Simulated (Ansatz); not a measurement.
Structure: COD 2013551, as refined from experiment and not relaxed.

Input and log of a run on MgI$_{2}$: DFT, PBE, all-electron LAPW, scalar-relativistic (Ansatz 0.2.0).

Command: `ansatz run input.yaml --threads 1 --pin off --max-ram 3072MiB --backend cpu --events-out ev --progress --plain --runs-dir out` The run took 33 s on 1 thread of Arm Neoverse V1 (shared host).

```yaml
crystal:
  lattice:
    - [4.1537001214, 0.0, 0.0]
    - [-2.0768500607, 3.5972098248, 0.0]
    - [0.0, 0.0, 6.862]
  atoms:
    - { symbol: Mg, position: [0.0, 0.0, 0.0] }
    - { symbol: I, position: [0.3333333333, 0.6666666667, 0.75763] }
    - { symbol: I, position: [0.6666666667, 0.3333333333, 0.24237] }
kpoints:
  mp_grid: { grid: [7, 7, 4] }
  band_path:
    path:
      - [0.0, 0.0, 0.0]
      - [0.5, 0.0, 0.0]
      - [0.3333333333, 0.3333333333, 0.0]
      - [0.0, 0.0, 0.0]
      - [0.0, 0.0, 0.5]
      - [0.5, 0.0, 0.5]
      - [0.3333333333, 0.3333333333, 0.5]
      - [0.0, 0.0, 0.5]
      - [0.5, 0.0, 0.5]
    npoints: 14
scf:
  occupations: { method: fermi_dirac, width: 0.03 }
hamiltonian:
  xc: pbe
  pseudopotentials: { kind: all_electron, lapw: { basis_error: 0.001 } }
output:
  forces: true
  stress: true
  eigenvalues: true
  populations: true
  dos: { projected: true, de: 0.2, e_range: [-14, 8] }
```

The log:

```
Mg: projections on atomic orbitals take those of the free atom 1s2 2s2 2p6 3s2, of charge +0.00 (hamiltonian.pseudopotentials.projection_atoms)
I: projections on atomic orbitals take those of the free atom 1s2 2s2 2p6 3s2 3p6 3d10 4s2 4p6 4d10 5s2 5p5, of charge +0.00 (hamiltonian.pseudopotentials.projection_atoms)
LAPW: plane waves up to 6.745 Å⁻¹, error target 1.0e-3 eV per atom; small_component_spin mean_spin; Mg in spheres of 1.345 Å, 10 of its electrons in bands, Dirac shells []; I in spheres of 1.573 Å, 25 of its electrons in bands, Dirac shells []
Engine: ansatz 0.2.0
Pseudopotentials: kind: all_electron
Pseudopotential: Mg, LAPW, valence charge 10, Koelling and Harmon's equation, gaussian nucleus
Pseudopotential: I, LAPW, valence charge 25, Koelling and Harmon's equation, gaussian nucleus
Functional definition: PBE
  parameter kappa = 0.804
  parameter beta = 0.06672455060314922
  exchange = pbe_x(kappa = kappa, mu = beta*pi^2/3)
  correlation = pbe_c(beta = beta)
Crystal: 3 atoms, lattice volume = 102.530 Å³
Basis set: ecut = 173.34346798523848 eV, 549 PW (Γ), exchange–correlation at level 2
Bands: 36, of which v1, the nominal top of the filled ones, is band 30 counted from 1 (29 counted from 0)
Symmetry: 12 space group operations
Space group: P-3m1 (ITA 164), of the structure as read, at distance tolerance 4.7e-5 Å
k-points: 28 of 196
Non-local potential: Mg, projectors of the file, none
Non-local potential: I, projectors of the file, none
Initial density: superposition of atomic densities (chi_scale 0.1, normalization cell, long waves kept (reshape's long-wave potential 0.23 eV rms))
Initial wavefunctions: plane waves of lowest kinetic energy (no species holds an atomic orbital)
Functional: x = pbe(κ = 0.804, μ = 0.2195149727645171), c = pbe(β = 0.06672455060314922)
iter 1 solved again at ethr=7.48e-4 eV; its pass at ethr=1.00e-1 eV (dr2=4.49e-1 eV) is discarded
SCF iter   1: F=—  HF=-392738.457345 eV  |F-HF|=—  |Δ(HF+E_count)|=         —  Δρ=1.49e-2  dr2=4.47e-1  ethr=7.48e-4  ⟨swp⟩=2.5  Hψ=6516  notcnv=0
preconditioner: auto → Resta (q_TF=auto, 2.495 Å⁻¹)  ε∞=2.8  [insulator: Δε(μ)=3.911 eV  Ē_g=10.787 eV  σ=0.030 eV  W_gap=1.00  n_scr=22 (ndim 8)  ℏωp=14.7 eV  f_vac=0.141  D(μ)=0.00/eV (n_scr^D=0)  ε∞_Penn≈2.8]
SCF iter   2: F=—  HF=-392738.329512 eV  |F-HF|=—  |Δ(HF+E_count)|=   1.28e-1  Δρ=8.31e-3  dr2=1.25e-1  ethr=7.45e-4  ⟨swp⟩=2.0  Hψ=3080  notcnv=0
SCF iter   3: F=—  HF=-392738.312897 eV  |F-HF|=—  |Δ(HF+E_count)|=   1.66e-2  Δρ=2.73e-3  dr2=1.45e-2  ethr=2.09e-4  ⟨swp⟩=2.0  Hψ=3080  notcnv=0
iter 4 solved again at ethr=8.94e-7 eV; its pass at ethr=2.42e-5 eV (dr2=5.36e-4 eV) is discarded
SCF iter   4: F=—  HF=-392738.314596 eV  |F-HF|=—  |Δ(HF+E_count)|=         —  Δρ=5.18e-4  dr2=5.38e-4  ethr=8.94e-7  ⟨swp⟩=2.0  Hψ=5149  notcnv=0
the basis was enlarged: its passes take 115.4 KiB over the memory plan, 1 of 1 planned eigensolver slots
SCF iter   5: F=—  HF=-392738.314543 eV  |F-HF|=—  |Δ(HF+E_count)|=   5.38e-5  Δρ=1.47e-4  dr2=3.97e-5  ethr=8.94e-7  ⟨swp⟩=3.0  Hψ=3012  notcnv=0
SCF iter   6: F=—  HF=-392738.314559 eV  |F-HF|=—  |Δ(HF+E_count)|=   1.68e-5  Δρ=4.33e-5  dr2=4.70e-6  ethr=6.61e-8  ⟨swp⟩=3.0  Hψ=2978  notcnv=0
SCF iter   7: F=—  HF=-392738.314562 eV  |F-HF|=—  |Δ(HF+E_count)|=   2.27e-6  Δρ=2.91e-5  dr2=1.41e-6  ethr=7.84e-9  ⟨swp⟩=3.0  Hψ=2982  notcnv=0
SCF iter   8: F=—  HF=-392738.314565 eV  |F-HF|=—  |Δ(HF+E_count)|=   2.91e-6  Δρ=5.46e-6  dr2=1.12e-7  ethr=2.35e-9  ⟨swp⟩=3.0  Hψ=3077  notcnv=0
SCF iter   9: F=-392738.314565 eV  HF=-392738.314565 eV  |F-HF|=1.78e-8  |Δ(HF+E_count)|=   1.30e-7  Δρ=2.18e-6  dr2=6.93e-9  ethr=1.87e-10  ⟨swp⟩=3.0  Hψ=3083  notcnv=0
SCF 1 converged in 9 iterations: F = -392738.314565 eV  dr2 = 6.93e-9
NSCF: frozen V_eff on 113 k-points
SCF converged after 9 iterations
Free energy (F): -392738.314565 eV
Harris-Foulkes:  -392738.314565 eV  (|F-HF|=1.78e-8)
Internal energy: -392738.314565 eV  (E = F + TS)
E sigma→0 (E₀):  -392738.314565 eV
Fermi energy:    7.881724 eV
--- Per-component energies (eV) ---
  E_band       = -3118.639157
  E_kinetic    = 415351.395895
  E_xc         = -10329.823750
  E_electrostatic = -797759.886710  (all electrons and nuclei)
  E_smearing   = -0.000000  (= −TS)
  E_closure    = 0.000000  (closes the sum)
  E_atoms      = -392730.646474  (free atoms, spherical and without spin; not in F)
  Σ components = -392738.314565   (vs F -392738.314565, Δ=0.00e0)
  Basis errors (estimates in eV, not in F): energy 4.5e-4 per atom: plane waves 4.0e-4 (2.2e-4 summed), levels above the bands 2.0e-92, relativity 8.5e-9, radial functions 4.2e-5, core shells 9.5e-11; eigenvalues (radial functions only) 1.6e-6; not estimated: angular momenta, meshes, grids; target (lapw.basis_error) 1.0e-3; muffin-tin radii Mg 1.345 Å, I 1.573 Å
--- Forces (eV/Å), atoms counted from 1 ---
  atom   1  Mg     0.00000000     0.00000000     0.00000000
  atom   2  I      0.00000000    -0.00000000    -0.03788996
  atom   3  I     -0.00000000     0.00000000     0.03788996
  max |Σ_I F_I| component: 3.29e-31 eV/Å
--- Stress (GPa, compression-positive) ---
        1.177326       0.000000       0.000000
        0.000000       1.177326      -0.000000
        0.000000      -0.000000       1.438209
  P = ⅓ Tr σ = 1.2643 GPa (12.643 kbar)
--- Band table (eV; the first three rows and the last of 28) ---
  k-point 0: bands = ["-167.7312", "-167.7312", "-114.7283", "-114.7283", "-114.7283", "-114.7283", "-114.7147", "-114.7147", "-69.1007", "-37.5310", "-37.5310", "-37.5307", "-37.5307", "-37.5197", "-37.5197", "-37.5192", "-37.5192", "-37.5142", "-37.5139", "-35.8544", "-35.8542", "-35.8542", "-5.9609", "-5.2448", "2.5811", "5.6589", "5.6589", "6.0432", "6.0432", "6.1328", "9.8348", "10.8977", "12.8354", "12.8354", "13.6326", "14.3067"]
  k-point 1: bands = ["-167.7312", "-167.7312", "-114.7283", "-114.7283", "-114.7283", "-114.7283", "-114.7147", "-114.7147", "-69.1007", "-37.5310", "-37.5310", "-37.5307", "-37.5307", "-37.5196", "-37.5196", "-37.5192", "-37.5192", "-37.5141", "-37.5140", "-35.8544", "-35.8542", "-35.8542", "-5.8973", "-5.3318", "2.9028", "5.4672", "5.6998", "5.6998", "6.0005", "6.0005", "10.3454", "10.9487", "12.7359", "12.7359", "13.8323", "14.1219"]
  k-point 2: bands = ["-167.7312", "-167.7312", "-114.7283", "-114.7283", "-114.7283", "-114.7283", "-114.7147", "-114.7147", "-69.1007", "-37.5310", "-37.5310", "-37.5307", "-37.5307", "-37.5195", "-37.5195", "-37.5193", "-37.5193", "-37.5141", "-37.5140", "-35.8544", "-35.8542", "-35.8542", "-5.8065", "-5.4455", "3.4227", "4.6824", "5.7585", "5.7585", "5.9399", "5.9399", "10.7880", "10.9855", "12.6521", "12.6521", "13.9661", "13.9661"]
  k-point 27: bands = ["-167.7312", "-167.7312", "-114.7283", "-114.7283", "-114.7283", "-114.7283", "-114.7147", "-114.7147", "-69.1007", "-37.5305", "-37.5304", "-37.5302", "-37.5301", "-37.5198", "-37.5197", "-37.5196", "-37.5194", "-37.5135", "-37.5135", "-35.8553", "-35.8549", "-35.8539", "-5.1265", "-5.0627", "2.8316", "3.2758", "3.6129", "4.1257", "5.4970", "5.5983", "10.8360", "11.8038", "12.1958", "13.6664", "14.0396", "14.2333"]
--- Löwdin populations: 3 sites ---
  site symbol       q [e]
     0     Mg     10.6468
     1      I     53.5602
     2      I     53.5602
  spilling = 0.001973 (of n_electrons = 118.000000)
```
